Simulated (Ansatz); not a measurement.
**An elastic constant from a strain scan in MgS**

Level of theory: DFT PBEsol, scalar-relativistic, plane waves, PAW in Ansatz. The runs took a 420 eV cutoff, a Γ-centred 8×8×8 mesh and Gaussian smearing (0.05 eV). No spin polarisation. Energies are free energies at this smearing, counted from the undisturbed cell; pressure is positive in compression.

The undisturbed cell (as given, not relaxed at this level; it stands at -0.4 GPa; this zinc-blende form isn't the usual structure):

```xyz
2
Lattice="0.0000 2.8331 2.8331 2.8331 0.0000 2.8331 2.8331 2.8331 0.0000" Properties=species:S:1:pos:R:3 pbc="T T T"
Mg    0.0000    0.0000    0.0000
S     4.2497    4.2497    4.2497
```

The cell is strained by ε times the Voigt pattern (1, 1, 0, 0, 0, 0) (xx, yy, zz, yz, xz, xy; engineering shear) with fractional coordinates fixed. The cell holds 2 atoms in V0 = 45.48 Å³. The stress column is τ = (1/V0) dE/dε, got from the stress tensor σ (compression positive) at each point as −det(1 + εP) σ : P(1 + εP)⁻¹, with P the pattern as a tensor.

| ε | ΔE (meV/atom) | τ (GPa) |
| --- | --- | --- |
| -0.1000 | 194.590 | -31.385 |
| -0.0750 | 101.194 | -21.497 |
| -0.0500 | 40.463 | -12.940 |
| -0.0250 | 8.004 | -5.535 |
| 0.0000 | 0.000 | 0.868 |
| 0.0250 | 13.132 | 6.397 |
| 0.0500 | 44.492 | 11.159 |
| 0.0750 | 91.527 | 15.247 |
| 0.0875 | 120.211 | 17.063 |
| 0.1000 | ? | ? |

Task: Which combination of elastic constants does this scan measure, and how large is it?

Result: For small ε, τ = τ0 + Kε with K = pᵀCp, which for this pattern is 2(C11 + C12) in the cubic axes. The parabola through τ at ε = -0.0250, 0 and 0.0250 has slope K = 239 GPa at zero. The energies per cell, E = NΔE, of the same two points give K = 2[E(ε₊)/ε₊ − E(ε₋)/ε₋]/[(ε₊ − ε₋)V0] = 238 GPa, in agreement.

Task: Predict the withheld row at ε = 0.1000 from the harmonic law, and compare.

Result: ΔE = V0(τ0 ε + Kε²/2)/N = 181.678 meV/atom and τ = 24.73 GPa. The calculation gives 151.992 meV/atom and 18.74 GPa: the energy lies 16 % below the harmonic value, as bonds soften when stretched.